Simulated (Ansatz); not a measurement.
Data:

Re:
Space group Im-3m (No. 229); a = b = c = 3.0854 Å, α = β = γ = 90.00°

```tsv
atom	site	symmetry	x	y	z
Re	2a	m-3m	0.0000	0.0000	0.0000
```
(The calculation used a cell of 1 atom; values per cell refer to that cell.)

This is the PBEsol-relaxed structure.

All from PBEsol in the plane-wave PAW code Ansatz, unless another level is named. Predict the bulk modulus (Birch–Murnaghan fit).

380 GPa.

Give the elastic constants (relaxed ions, GPa).

C11 = 373, C12 = 386, C44 = 185.

The start of the workflow was typed in or built on a structure type; the Crystallography Open Database copy checked does not list it. It is not the phase usual at ambient conditions (space group No. 194). The PBEsol relaxation kept the symmetry of its start. At this level the phase is mechanically unstable. No spin polarisation was allowed. As this level gives no gap, shear constants depend on the k-mesh and smearing (Fermi–Dirac, 0.1 eV here). Spin–orbit coupling is left out wherever it is not named.

Potentials: the earlier of the program's two PAW sets. The files were generated under PBE; for other functionals the program regenerates the frozen cores, and for LDA and PBEsol the local potential too.
